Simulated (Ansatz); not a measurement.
The elements of this relaxed trial crystal are hidden behind letters.

```
lattice vectors (Å)
   3.9480    0.0000    0.0000
   0.0000    3.9480    0.0000
   0.0000    0.0000    3.9480
fractional positions
X 0.0000 0.0000 0.0000
Z 0.5000 0.5000 0.5000
```

Method: DFT PBE, scalar-relativistic, plane waves, PAW (Ansatz). Plane waves to 420 eV, a 14×14×14 mesh through Γ for the 2-atom cell and 0.10 eV Gaussian smearing; no spin polarisation.

```
Space group                                 : Pm-3m (No. 221)
Conventional cell                           : a = 3.948 Å
Volume per atom                             : 30.77 Å³
Density                                     : 4.96 g/cm³
Energy over the elements                    : +0.06 eV/atom
Gap on the 14×14×14 mesh of the 2-atom cell : 0 eV (a metal)
```

Energies are uncorrected and count from the elements' standard states at the same level.

Q: X is a lanthanide and Z is a d-block element of period 4. Which elements are they?

A: X = La, Z = Sc, so the formula is LaSc, here in the caesium chloride type. Density times volume gives a mean mass of 4.96 × 30.77/1.6605 = 91.9 u per atom, and this set has 91.9 u. Among the elements that the hints allow, only these give it. La is surrounded by 8 Sc at 3.42 Å and 6 La at 3.95 Å; around Sc lie 8 La at 3.42 Å and 6 Sc at 3.95 Å.

The cell is a metal run without spin; a magnetic state may lie lower. Symmetry constrained the relaxation, so the result can be a saddle point.
